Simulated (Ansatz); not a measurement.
GeW: rattling a relaxed structure

The structure comes from a generated guess, relaxed at this level; another structure or a mixture of phases may lie lower.

These are results of DFT PBE, scalar-relativistic, plane waves, PAW (Ansatz 0.2.0), not measurements. Plane waves to 420 eV, a k mesh through Γ of 18×18×16 on the computed 2-atom cell and Gaussian smearing (0.10 eV); no spin polarisation.

The cell below (2 atoms, space group Pm-3m (No. 221)) is relaxed within its symmetry.

```
CELL_PARAMETERS angstrom
3.13356 0.00000 0.00000
0.00000 3.13356 0.00000
0.00000 0.00000 3.13684
ATOMIC_POSITIONS crystal
Ge 0.00000 0.00000 0.00000
W 0.50000 0.50000 0.50000
```

For the test a repeat of it with 4 atoms (edges 3.13, 3.14, 6.27 Å) was strained at random (σ = 1.5 % a component), the atoms were moved at random (σ = 0.05 Å), and all was relaxed again on a coarse 8×8×4 mesh (in the run’s order of axes) with 0.20 eV smearing, with no symmetry imposed.

These runs have no spin–orbit coupling, which can matter for W.

Task: Does it come back?

Result: It returns, within 1 meV/atom of the unmoved cell on that mesh and with the same symmetry when read at 0.1 Å. So it is stable against the distortions that fit this cell and that this random move excites. Modes that don't fit the cell aren't tested. Another cell of GeW relaxed alike, in P6_3/mmc, lies 174 meV/atom lower, so this cell isn't the stable form at this level.
